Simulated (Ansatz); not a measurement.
One crystal and one scan (frozen-phonon scan) at two levels, PBE (plane waves to 420 eV, PAW, scalar-relativistic; Ansatz, an electronic-structure program) and r2SCAN (plane waves to 500 eV, PAW, scalar-relativistic; Ansatz), each from its own relaxed cell and on its own mesh. The cell shown is that of PBE.

Relaxed PbS (rock salt):

```xyz
4
Lattice="0.0000 6.0089 6.0089 3.0045 0.0000 3.0045 3.0045 3.0045 0.0000" Properties=species:S:1:pos:R:3 pbc="T T T"
S      0.0000     0.0000     0.0000
S      3.0045     6.0089     3.0045
Pb     3.0045     3.0045     3.0045
Pb     3.0045     6.0089     6.0089
```

The atoms are displaced by Q × the pattern below (from a DFPT mode at L = (0.5, 0.0, 0.0), largest move 1; Q in Å), at fixed cell. (q is in reciprocal vectors of the primitive cell; the cell shown is doubled to hold the pattern.)

```
atom       x       y       z
----  ------  ------  ------
Pb3    0.577  -0.577  -0.577
Pb4   -0.577   0.577   0.577
```

Atoms not listed stay in place.

PbS was relaxed with its symmetry unable to fall. Spin-orbit coupling is left out, though Pb is heavy. Percentages come from the unrounded values.

Results of PBE:

| Item | Value |
|---|---|
| Lattice constant a (Å) | 6.009 |
| Band gap of the relaxed cell, no spin-orbit coupling (eV) | 0.49 |
| Harmonic wavenumber from the curvature (finite differences) (cm⁻¹ (negative: imaginary)) | 103 |
| Shape of the curve | a single well with its minimum at or next to zero displacement |

**Question.** What does r2SCAN give for the same quantities?

**Answer.** 
```json
[
 {"quantity": "Lattice constant a (Å)", "r2SCAN": "5.974", "PBE − r2SCAN": "+0.035 (+0.6 %)"},
 {"quantity": "Band gap of the relaxed cell, no spin-orbit coupling (eV)", "r2SCAN": "0.69", "PBE − r2SCAN": "-0.20 (-29 %)"},
 {"quantity": "Harmonic wavenumber from the curvature (finite differences) (cm⁻¹ (negative: imaginary))", "r2SCAN": "107", "PBE − r2SCAN": "-4 (-4 %)"}
]
```

PBE gives the higher value for: lattice constant a. PBE gives the lower value for: band gap of the relaxed cell, no spin-orbit coupling; harmonic wavenumber from the curvature. Both give the same shape of the curve: a single well with its minimum at or next to zero displacement.

(For displaced atoms, the force is minus the slope of the energy, and its curvature is a force constant, which sets phonon frequencies.)
